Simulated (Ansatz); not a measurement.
How much do the gradients of Si₂W depend on the method?

Cell: a COD entry whose atoms were relaxed with PBE, the cell held.

```yaml
crystal:
  lattice:
    - [-1.60690, 1.60690, 3.91495]
    - [1.60690, -1.60690, 3.91495]
    - [1.60690, 1.60690, -3.91495]
  atoms:
    - { symbol: Si, position: [0.33439, 0.33439, 0.00000] }
    - { symbol: Si, position: [0.66561, 0.66561, 0.00000] }
    - { symbol: W, position: [0.00000, 0.00000, 0.00000] }
```

Atoms are numbered from 1 in the order listed; like atoms form one site, named after its first atom.

First run. Level of theory: DFT, PBE, plane waves and PAW, scalar-relativistic, 420 eV cutoff, Γ-centred 20×20×20 k-points, Fermi–Dirac smearing 0.05 eV (Ansatz 0.2.0).

```json
{"site": "Si", "atom": "1", "V_zz (10²¹ V/m²)": "-0.94", "η": "0.00"}
{"site": "W", "atom": "3", "V_zz (10²¹ V/m²)": "-16.71", "η": "0.00"}
```

Second run. The same atoms and settings, except that the functional is LDA.

Question: What does the second run give?

Answer: 

```tsv
site	atom	V_zz	η	change of V_zz
Si	1	-0.95	0.00	-0.01
W	3	-16.81	0.00	-0.10
```

The largest change of V_zz is on W, from -16.71 to -16.81. In per cent, |V_zz| changes by +1 on W (all sites that start above 2).

With no gap above 0.1 eV, as in a metal, the gradients converge slowly in k; expect changes of a tenth or more on a denser mesh. Without spin–orbit coupling the gradients at and beside W can be off by some per cent, at some sites by more.
For the second run: At this cell the LDA pressure is -6 GPa, so with LDA the cell would shrink if it were relaxed.
